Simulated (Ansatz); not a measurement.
## Two inputs for SiO2

Cell: an entry of the Crystallography Open Database (COD).

Space group P4_12_12 (No. 92); a = 4.9717, c = 6.9223 Å.

| site | Wyckoff | site symmetry | x | y | z |
| --- | --- | --- | --- | --- | --- |
| Si | 4a | ..2 | 0.3003 | 0.3003 | 0.0000 |
| O | 8b | 1 | 0.2392 | 0.1044 | 0.1787 |

One atom of each set is listed.

Reference run. Method: Kohn–Sham DFT in Ansatz, PBE, plane waves and PAW, scalar-relativistic, 420 eV cutoff, Γ-centred 5×5×4 k-points, Fermi–Dirac smearing 0.02 eV.

(1) The input is changed as follows: `basis.ecutwfc`: not typed → 40.4 Ry; `hamiltonian.xc`: pbe → rpbe. What happens to V_zz (10²¹ V/m²) and η?

Results:

(1) 

```csv
site,V_zz reference,η reference,V_zz changed,η changed
Si,-0.37,0.96,-0.37,0.97
O,9.08,0.14,9.18,0.14
```

The largest change of V_zz is on O, from 9.08 to 9.18. In per cent, |V_zz| changes by +1 on O (all sites that start above 0.5). SCF iterations: 6 and 6.

On the reference run: The calculated pressure of 8 GPa (PBE) comes largely from the unrelaxed atoms: it is 1.3 GPa once they are relaxed in the same cell. The largest force is 0.5 eV/Å, so the atoms aren't at the calculated equilibrium and relaxing them would move these values.
